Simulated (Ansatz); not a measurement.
CsSnBr3 in space group P6_3/mmc (No. 194; Cs on 2d, Sn on 2a, Br on 6h), PBE (plane waves, PAW; program Ansatz), all energies at zero smearing, with the estimated change up to a 700 eV cutoff added, with one set of potentials and settings (totals compare only within such a set). Cell of 10 atoms (2 Cs, 2 Sn, 6 Br): -40101.239 eV.

```
element                reference phase  E (eV/atom)
-------  -----------------------------  -----------
Cs       P6_3/mmc, 2 atoms in the cell   -5670.7673
Sn          Fd-3m, 2 atoms in the cell   -6024.2128
Br           Cmce, 4 atoms in the cell   -2783.1821
```

Formation energy per atom, worked out: (-40101.239 − 2×(-5670.7673) − 2×(-6024.2128) − 6×(-2783.1821))/10 = -1.219 eV/atom (-118 kJ per mol of atoms), at 0 K, without zero-point energy or fitted corrections.

The cell is a constructed one: a structure type filled with these elements; neither database checked (COD, Materials Project) lists it. Whether it is the stable phase at ambient conditions was not checked. The PBE relaxation kept the symmetry of its start; its stability against distortions is not shown here. The references are the lowest solids computed at this level, not always the standard phases. Scalar-relativistic: spin–orbit coupling is off unless named, which matters more the heavier the elements.

Potentials: the later of the program's two PAW sets.
